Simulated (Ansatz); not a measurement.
Given:

BAs:
```xyz
2
Lattice="0.0000 2.3661 2.3661 2.3661 0.0000 2.3661 2.3661 2.3661 0.0000" Properties=species:S:1:pos:R:3 pbc="T T T"
As     3.5492     3.5492     3.5492
B      0.0000     0.0000     0.0000
```

This is the LDA-relaxed structure.

Question: All from the program Ansatz at the LDA level (PAW), unless another level is named. Predict the zero-point energy.

Answer: 82.4 meV/atom.

Question: What about the Young's modulus?

Answer: 309 GPa.

Question: Next, the vibrational entropy at 300 K?

Answer: 15.6 J/(K·mol of atoms).

Question: What about the highest zone-centre frequency (without LO–TO term)?

Answer: 700 cm⁻¹.

Space group F-43m (zinc blende). The cell was relaxed with LDA under the symmetry of its start; phonons on a q-mesh show no instability.

Potentials: the later of the program's two PAW sets.
